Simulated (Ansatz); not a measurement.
AlGaAs2:
```cif
data_Al2As4Ga2
_chemical_formula_sum 'Ga2 As4 Al2'
_space_group_name_H-M_alt 'P-4m2'
_space_group_IT_number 115
_space_group_name_Hall 'P -4 -2'
_cell_length_a 4.01234
_cell_length_b 4.01234
_cell_length_c 11.33166
_cell_angle_alpha 90.000
_cell_angle_beta 90.000
_cell_angle_gamma 90.000
loop_
_atom_site_label
_atom_site_type_symbol
_atom_site_symmetry_multiplicity
_atom_site_Wyckoff_symbol
_atom_site_fract_x
_atom_site_fract_y
_atom_site_fract_z
_atom_site_occupancy
Ga1 Ga 2 g 0.00000 0.50000 0.12472 1
As1 As 1 a 0.00000 0.00000 0.00000 1
As2 As 2 f 0.50000 0.50000 0.25001 1
Al1 Al 2 g 0.50000 0.00000 0.37476 1
As3 As 1 d 0.00000 0.00000 0.50000 1
```

Relaxed with r²SCAN.

Task: Which orbitals make up the states near the band edges in plane-wave PAW r²SCAN (Ansatz code)?

Result: Top 1 eV of the valence band: As 4p 78 %, Ga 4p 11 %, Al 3p 8 %. Bottom 1 eV of the conduction band: Al 3p 21 %, As 4p 17 %, Ga 4s 17 %, Ga 4p 16 %, As 4s 15 %, outside the projected shells 9 %. Projections are on Löwdin-orthogonalised atomic valence shells; empty p or d shells of many metals are not among them.

Task: Tabulate the density of states.

Result: States/eV per cell of 8 atoms, in 0.25 eV bins, energy from the valence-band maximum.

```tsv
E (eV)	total	As 4p	Ga 4p	Al 3p
-7.85	0.00	0.00	0.00	0.00
-7.60	0.00	0.00	0.00	0.00
-7.35	0.00	0.00	0.00	0.00
-7.10	0.00	0.00	0.00	0.00
-6.85	0.00	0.00	0.00	0.00
-6.60	0.57	0.26	0.00	0.00
-6.35	4.26	1.94	0.20	0.15
-6.10	5.25	2.45	0.21	0.15
-5.85	2.03	0.98	0.14	0.06
-5.60	1.83	0.95	0.10	0.05
-5.35	5.04	2.73	0.17	0.28
-5.10	3.04	1.64	0.11	0.17
-4.85	2.14	1.14	0.08	0.12
-4.60	1.50	0.80	0.06	0.09
-4.35	1.19	0.64	0.05	0.07
-4.10	1.03	0.56	0.05	0.07
-3.85	0.98	0.55	0.08	0.09
-3.60	3.87	2.32	0.62	0.61
-3.35	5.11	3.08	0.78	0.79
-3.10	4.09	2.49	0.63	0.60
-2.85	4.59	2.83	0.74	0.69
-2.60	5.78	3.63	0.91	0.87
-2.35	6.41	4.13	0.99	0.94
-2.10	6.24	4.14	0.93	0.90
-1.85	6.32	4.29	0.91	0.86
-1.60	5.85	4.08	0.81	0.73
-1.35	5.73	4.12	0.76	0.66
-1.10	5.46	4.06	0.71	0.56
-0.85	3.47	2.63	0.43	0.29
-0.60	2.11	1.66	0.23	0.16
-0.35	1.65	1.35	0.15	0.11
-0.10	0.47	0.40	0.04	0.02
0.15	0.00	0.00	0.00	0.00
0.40	0.00	0.00	0.00	0.00
0.65	0.00	0.00	0.00	0.00
0.90	0.00	0.00	0.00	0.00
1.15	0.00	0.00	0.00	0.00
1.40	0.00	0.00	0.00	0.00
1.65	0.00	0.00	0.00	0.00
1.90	0.31	0.02	0.06	0.10
2.15	1.58	0.20	0.28	0.40
2.40	3.19	0.58	0.50	0.64
2.65	4.64	1.04	0.66	0.77
2.90	5.76	1.38	0.84	0.96
3.15	4.85	1.07	0.78	0.85
3.40	5.53	1.11	0.94	1.05
3.65	4.58	0.97	0.71	0.89
3.90	3.36	0.77	0.55	0.57
4.15	3.93	0.86	0.74	0.66
4.40	4.32	0.90	0.92	0.92
4.65	5.48	1.02	1.44	1.35
4.90	7.64	1.42	2.09	2.06
5.15	6.01	1.21	1.45	1.58
5.40	4.70	0.99	1.11	1.14
5.65	4.86	1.05	1.19	1.09
5.90	5.45	1.11	1.29	1.39
6.15	5.80	1.19	1.32	1.23
6.40	5.77	1.24	1.25	1.16
```

The start of the workflow was typed in or built on a structure type; neither database checked (COD, Materials Project) lists it. Its standing as an ambient phase is unchecked. Symmetry was held in the r²SCAN relaxation; whether a distortion lowers the energy is not shown. Scalar-relativistic: spin–orbit coupling is off unless named, which matters more the heavier the elements.

Potentials: the earlier of the program's two PAW sets.
